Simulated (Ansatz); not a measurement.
# Data sheet: Ga (DFT)

Ga:
```
Ga
1.0
    2.23967    -3.79813     0.00000
    2.23967     3.79813     0.00000
    0.00000     0.00000     4.48580
Ga
4
Cartesian
  2.23967  -1.18454   1.86891
  2.23967   1.18454   2.61690
  2.23967  -2.61359   4.11181
  2.23967   2.61359   0.37399
```

Space group Cmce (No. 64), α-Ga; conventional cell a = 4.4793 Å, b = 7.5963 Å, c = 4.4858 Å, α = 90.00°, β = 90.00°, γ = 90.00°.

Method: plane-wave PAW PBEsol (Ansatz code). Geometry: relaxed at this level of theory. Other levels are named where they apply.

**Cell and energy**

```json
{
 "volume_per_atom": "19.08 Å³",
 "density": "6.07 g/cm³"
}
```

**Electronic structure**

```json
{
 "electronic_character": "metallic (no gap)",
 "Density of states at the Fermi level": "0.16 states/eV per atom (mean over ±0.08 eV)",
 "Gap with spin–orbit coupling": "none (metallic)"
}
```

**Mechanics**

```json
{
  "Bulk modulus (Birch–Murnaghan fit)": "59.8 GPa",
  "Pressure derivative B′": "5.1"
}
```

**Phonons**

```json
{
 "highest_zone_centre_frequency": "29.3 meV",
 "zone_centre_stability": "no imaginary mode at Γ"
}
```

Symmetry was held in the PBEsol relaxation. As this level gives no gap, phonon frequencies hold no LO–TO term and depend on the k-mesh and smearing (Fermi–Dirac, 0.1 eV here). Axis ratios of metals converge slowly with the k-mesh, so a and c are less sure than the volume. Scalar-relativistic: spin–orbit coupling is off unless named, which matters more the heavier the elements.

Potentials: the earlier of the program's two PAW sets.
